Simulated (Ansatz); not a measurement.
Pressure against volume: Y

```yaml
crystal:
  lattice:
    - [3.65150, 0.00000, 0.00000]
    - [-1.82575, 3.16229, 0.00000]
    - [0.00000, 0.00000, 5.74740]
  atoms:
    - { symbol: Y, position: [0.33333, 0.66667, 0.25000] }
    - { symbol: Y, position: [0.66667, 0.33333, 0.75000] }
```

The geometry is COD entry 1539818, unchecked; take it as a test cell.

Levels of theory: DFT, LDA, all-electron LAPW, scalar-relativistic (Ansatz 0.2.0); DFT, LDA, PAW with Ansatz's default frozen-core files, scalar-relativistic (Ansatz 0.2.0).

For LAPW: a Γ-centred 12×12×7 k mesh, Fermi–Dirac smearing of 0.08 eV, basis error target 0.25 meV/atom, no spin polarisation. PAW takes a cutoff of 420 eV at this cell (files made with PBE, cores remade for this functional). The Ansatz runs share mesh, smearing and spin set-up. Plane-wave (PAW) pressures include the program's estimate of the Pulay term.

The cell above is scaled evenly, with fractional coordinates and shape held.

```tsv
V/V(cell)	V (Å³/atom)	P, LAPW (GPa)	P, PAW (GPa)
0.9400	31.192	?	?
0.9600	31.856	-2.49	-2.49
0.9800	32.519	-3.23	-3.23
0.9900	32.851	-3.58	-3.58
1.0000	33.183	-3.91	-3.91
1.0100	33.515	-4.23	-4.23
1.0200	33.847	-4.54	-4.54
1.0400	34.510	-5.11	-5.11
1.0600	35.174	-5.63	-5.63
```

(1) Fill in the row V/V(cell) = 0.9400.

Results:

(1) P, LAPW (GPa) = -1.68, P, PAW (GPa) = -1.68.
